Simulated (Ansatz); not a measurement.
# Bi₂Te₃: Field gradients at the nuclei

The cell is a computed structure from the Materials Project (it need not be an observed phase), its atoms then relaxed with PBE in this cell.

```
Bi Te
1.0
     2.20907    1.27540   10.75243
    -2.20907    1.27540   10.75243
     0.00000   -2.55081   10.75243
Bi Te
2 3
Direct
  0.60262 0.60262 0.60262
  0.39738 0.39738 0.39738
  0.78444 0.78444 0.78444
  0.00000 0.00000 0.00000
  0.21556 0.21556 0.21556
```

Atom numbers follow the list; atoms alike are taken as one site, whose name carries the number of the first.

Method: Kohn–Sham DFT in Ansatz, r2SCAN, plane waves and PAW, scalar-relativistic, 500 eV cutoff, Γ-centred 9×9×9 k-points, Fermi–Dirac smearing 0.01 eV.

C_Q = eQV_zz/h, which is 24.18 MHz for Q = 1 b and V_zz = 10²¹ V/m²; η = (V_xx − V_yy)/V_zz.

209Bi: I = 9/2, Q = -516.0 mb. Q values from Pyykkö, Mol. Phys. 116, 1328 (2018).

Q: Give the quadrupolar parameters of the distinct sites.

A: 

```tsv
site	atoms (order as listed)	first shell	V_xx, V_yy, V_zz (10²¹ V/m²)	η	C_Q (MHz)
Bi	1, 2	6 Te at 3.08–3.28 Å	-1.32, -1.32, 2.64	0.00	-32.9
Te3	3, 5	3 Bi at 3.08 Å	2.10, 2.10, -4.19	0.00	–
Te4	4	6 Bi at 3.28 Å	-5.46, -5.46, 10.92	0.00	–
```

An axis of threefold or higher order runs through Bi, Te3 and Te4, so V_zz lies along it and η is zero.

Te has no stable isotope with a ground-state quadrupole moment in the table, so no C_Q is given.

Spin–orbit coupling is left out, which shifts gradients on Bi by a few per cent in wide-gap crystals, and can shift them far more where the calculated gap is small or absent, as here.
